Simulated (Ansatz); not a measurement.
Crystals of one structure type (zinc blende) and one family of elements, relaxed and computed with PBE (plane waves, PAW; program Ansatz).

```csv
crystal,K_Hill (GPa),G_Hill (GPa)
CdTe,35.2,13.4
CdSe,44.8,15.1
CdS,53.4,17.5
ZnSe,56.6,?
ZnS,69.5,33.3
```

**Question.** Fit a straight line to ln G against ln K and predict the withheld value.

**Answer.** Least squares on the 4 shown rows: ln G = 1.32 × ln K + (-2.223), with a scatter of 13 %. For ZnSe this gives 22.3. The run itself gave 27.3, outside the scatter: the line misses something about this case.

All cells were relaxed under the symmetry of their starts (and spin orders); stability against distortions was not tested throughout. Scalar-relativistic: spin–orbit coupling is off unless named, which matters more the heavier the elements.

Potentials: the later of the program's two PAW sets.
